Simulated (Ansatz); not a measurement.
Two states of Mn$_{3}$ZnN

```
CELL_PARAMETERS angstrom
3.91288 0.00000 0.00000
0.00000 3.91288 0.00000
0.00000 0.00000 3.91288
ATOMIC_POSITIONS crystal
Mn 0.00000 0.50000 0.50000
Mn 0.50000 0.00000 0.50000
Mn 0.50000 0.50000 0.00000
Zn 0.00000 0.00000 0.00000
N 0.50000 0.50000 0.50000
```

Method: PBE0; PAW, plane waves to 420 eV, 5×5×5 Γ-centred mesh, fermi-dirac occupations (width 0.1 eV) (Ansatz 0.2.0), atoms fixed.

State A: Mn1 up, Mn2 down, Mn3 up (collinear spin). State B: Mn1 up, Mn2 up, Mn3 up (collinear spin).

Q: Compare the two self-consistent states.

A: State B is lower by 7.0 meV an atom at zero smearing. So small a gap isn't resolved on this mesh where a state is a metal.

```csv
state,free energy (meV/atom),largest moment in a small sphere (μB),net moment (μB/cell),gap on mesh (eV),pressure (GPa),largest force (eV/Å)
A,6.5,3.38,3.58,metal,16.7,0.00
B,0.0,3.25,10.58,metal,9.9,0.00
```

Origin: a database entry at a rescaled volume. Caveats: the k mesh is coarse if the cell is a metal; the exchange threshold is loose for a stress; the SCF threshold is loose for a stress; atoms or cell far from equilibrium.
